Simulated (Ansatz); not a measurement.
The following input was run with Ansatz 0.2.0.

```yaml
crystal:
  lattice:
    - [-3.8796, 3.8796, 5.65395]
    - [3.8796, -3.8796, 5.65395]
    - [3.8796, 3.8796, -5.65395]
  atoms:
    - { symbol: Cs, position: [0.75, 0.25, 0.5] }
    - { symbol: Cs, position: [0.25, 0.75, 0.5] }
    - { symbol: Au, position: [0.0, 0.0, 0.0] }
    - { symbol: Au, position: [0.5, 0.5, 0.0] }
    - { symbol: Br, position: [0.222, 0.222, 0.444] }
    - { symbol: Br, position: [0.222, 0.778, 0.0] }
    - { symbol: Br, position: [0.778, 0.778, 0.556] }
    - { symbol: Br, position: [0.778, 0.222, 0.0] }
    - { symbol: Br, position: [0.7122, 0.7122, 0.0] }
    - { symbol: Br, position: [0.2878, 0.2878, 0.0] }
basis:
  ecutwfc: 500
kpoints:
  mp_grid: { grid: [6, 6, 6] }
hamiltonian:
  xc: r2scan
scf:
  occupations: { method: gaussian, width: 0.02 }
output:
  forces: true
  stress: true
  eigenvalues: true
  write_density: true
  write_potential: true
  elf: true
  volumetric_format: npy
relax:
  adjacent_minimum: "off"
  f_tol: 0.005
  max_steps: 80
  cell: { stress_tol: 0.05 }
```

Run as
```bash
ansatz run input.yaml --threads 2 --pin off --max-ram 5120MiB --backend cpu --events-out ev --progress --plain --runs-dir out
```

These are results of Ansatz, DFT r2SCAN, scalar-relativistic, plane waves, PAW, not measurements.

Abridged output (final results; tables in files aren't shown):

```
SCF 5 converged in 7 iterations: F = -54466.468390 eV  dr2 = 9.10e-11
SCF converged after 7 iterations
Free energy (F): -54466.468390 eV
Harris-Foulkes:  -54466.468390 eV  (|F-HF|=7.28e-12)
Internal energy: -54466.468390 eV  (E = F + TS)
E sigma→0 (E₀):  -54466.468390 eV
Fermi energy:    4.154538 eV
--- Per-component energies (eV) ---
  E_band       = -1233.893843
  E_kinetic    = 2295.090828
  E_local      = -9706.939271  (includes V_loc(G=0)·N_el)
  E_nonlocal   = 629.811476
  E_hartree    = 3943.014849
  E_xc         = -2263.094993
  E_vxc        = -1573.284488  (∫ρ·V_xc dr)
  E_paw        = -43270.918345  (= ΣΔE_a)
  E_vpaw       = -854.910895  (= ΣTr[D̂ρ^β])
  E_aug_tail   = 0.001606  (compensation charges beyond the density's cutoff)
  E_vtau       = 90.306212  (kinetic-family band-sum trace: ∫τ·v_τ [+ j·A + Jᵃ·Aᵃ] dr)
  E_ewald      = -6092.232488
  E_core_change = -1.202051  (= ΣΔE_core)
  E_smearing   =  0.000000  (= −TS)
--- Forces (eV/Å), atoms counted from 1 ---
  atom   1  Cs     0.00000000     0.00000000     0.00000000
  atom   2  Cs     0.00000000     0.00000000     0.00000000
  atom   3  Au     0.00000000     0.00000000     0.00000000
  atom   4  Au     0.00000000     0.00000000     0.00000000
  atom   5  Br     0.00088977     0.00088977     0.00000000
  atom   6  Br    -0.00088977     0.00088977     0.00000000
  atom   7  Br    -0.00088977    -0.00088977     0.00000000
  atom   8  Br     0.00088977    -0.00088977     0.00000000
  atom   9  Br     0.00000000     0.00000000     0.00481813
  atom  10  Br     0.00000000     0.00000000    -0.00481813
--- Stress (GPa, compression-positive) ---
        0.014731       0.000000       0.000000
        0.000000       0.014731       0.000000
        0.000000       0.000000       0.024681
  P = ⅓ Tr σ = 0.0180 GPa (0.180 kbar)
--- Band table (eV; the first three rows and the last of 30) ---
  k-point 0: bands = ["-103.5552", "-102.2667", "-54.5848", "-54.5848", "-54.0202", "-53.3980", "-53.0303", "-53.0303", "-17.0980", "-17.0904", "-11.2470", "-10.7352", "-10.7352", "-10.6908", "-10.6714", "-10.5093", "-3.6588", "-3.6588", "-3.6458", "-3.5844", "-3.5699", "-3.5699", "-2.0889", "-1.8019", "-1.2528", "-0.9450", "-0.2638", "-0.2638", "0.3679", "0.3679", "0.4189", "0.4189", "0.6588", "0.8818", "1.2126", "1.3542", "2.1844", "2.1844", "2.1934", "2.2923", "2.3773", "2.5237", "2.5237", "2.5718", "2.5718", "3.0049", "3.1504", "3.1504", "3.2070", "5.4015", "6.7704", "8.7502", "9.1841", "9.1957", "9.3011", "9.4317", "9.4317", "10.1715", "10.6013"]
  k-point 1: bands = ["-103.5552", "-102.2667", "-54.5848", "-54.5848", "-54.0202", "-53.3980", "-53.0303", "-53.0303", "-17.0971", "-17.0910", "-11.2204", "-10.7948", "-10.7372", "-10.6982", "-10.6384", "-10.5114", "-3.6426", "-3.6306", "-3.6266", "-3.5778", "-3.5667", "-3.5631", "-1.9797", "-1.7711", "-1.2609", "-0.9388", "-0.2864", "-0.2309", "-0.0068", "0.3350", "0.3936", "0.4101", "0.7228", "0.9394", "1.1909", "1.5433", "2.1356", "2.1801", "2.2162", "2.2258", "2.2691", "2.3450", "2.5278", "2.5344", "2.5663", "2.9010", "3.0750", "3.1404", "3.5885", "5.0770", "6.8984", "9.0085", "9.3347", "9.4533", "9.4764", "9.6822", "9.8101", "10.4149", "10.4613"]
  k-point 2: bands = ["-103.5552", "-102.2667", "-54.5848", "-54.5848", "-54.0202", "-53.3980", "-53.0303", "-53.0303", "-17.0954", "-17.0921", "-11.1686", "-10.8575", "-10.7413", "-10.7207", "-10.6183", "-10.5158", "-3.6089", "-3.5988", "-3.5658", "-3.5601", "-3.5595", "-3.5504", "-1.9585", "-1.7008", "-1.2764", "-0.9287", "-0.3364", "-0.1861", "0.0621", "0.2812", "0.3931", "0.4612", "0.7805", "0.9546", "1.1731", "1.6333", "1.9962", "2.0118", "2.0303", "2.0759", "2.2563", "2.3469", "2.4420", "2.4981", "2.6083", "2.8007", "2.9083", "2.9680", "3.1231", "5.3057", "7.5862", "9.5177", "9.8198", "9.9423", "10.0009", "10.1457", "10.2895", "10.6351", "10.7186"]
  k-point 29: bands = ["-103.5552", "-102.2667", "-54.5848", "-54.5848", "-54.0202", "-53.3980", "-53.0303", "-53.0303", "-17.0956", "-17.0917", "-11.2036", "-10.7410", "-10.7410", "-10.7363", "-10.6886", "-10.5126", "-3.6003", "-3.6003", "-3.5527", "-3.5510", "-3.5510", "-3.5344", "-1.9436", "-1.8018", "-1.3077", "-1.0302", "-0.2055", "-0.2055", "0.3296", "0.3296", "0.4151", "0.4151", "1.0279", "1.0945", "1.1591", "1.3536", "1.5041", "2.0576", "2.0760", "2.0760", "2.2310", "2.3713", "2.3713", "2.4742", "2.5709", "2.5709", "2.9934", "3.0191", "3.0191", "5.3968", "8.2013", "9.7723", "9.8705", "10.2205", "10.4650", "10.4650", "10.6453", "10.6905", "10.8871"]
--- Relaxed structure (4 steps of the walk, 4 accepted, 1 SCFs on fresh bases) ---
  F+E_penalty+E_count = -54466.46839005 eV   max|allowed force component| = 4.818e-3 eV/Å   (the final SCF, on the basis selected at the relaxed cell)
  cell:  # Å, volume = 348.9118 Å³
    - [-3.89843430, 3.89843430, 5.73951576]
    - [3.89843430, -3.89843430, 5.73951576]
    - [3.89843430, 3.89843430, -5.73951576]
  atoms:
    - { symbol: Cs, position: [0.75, 0.24999999, 0.5] }
    - { symbol: Cs, position: [0.24999999, 0.75, 0.5] }
    - { symbol: Au, position: [0.0, 0.0, 0.0] }
    - { symbol: Au, position: [0.49999999, 0.49999999, 0.0] }
    - { symbol: Br, position: [0.22596157, 0.22596157, 0.45192315] }
    - { symbol: Br, position: [0.22596157, 0.77403842, 0.0] }
    - { symbol: Br, position: [0.77403842, 0.77403842, 0.54807684] }
    - { symbol: Br, position: [0.77403842, 0.22596157, 0.0] }
    - { symbol: Br, position: [0.71274392, 0.71274392, 0.0] }
    - { symbol: Br, position: [0.28725607, 0.28725607, 0.0] }
```

The relaxation met its thresholds.

The run took 4.3 min on 2 threads of Arm Neoverse V1 (shared host), peak memory 1.8 GiB.

Spin–orbit coupling is left out, which can shift energies with elements as heavy as these.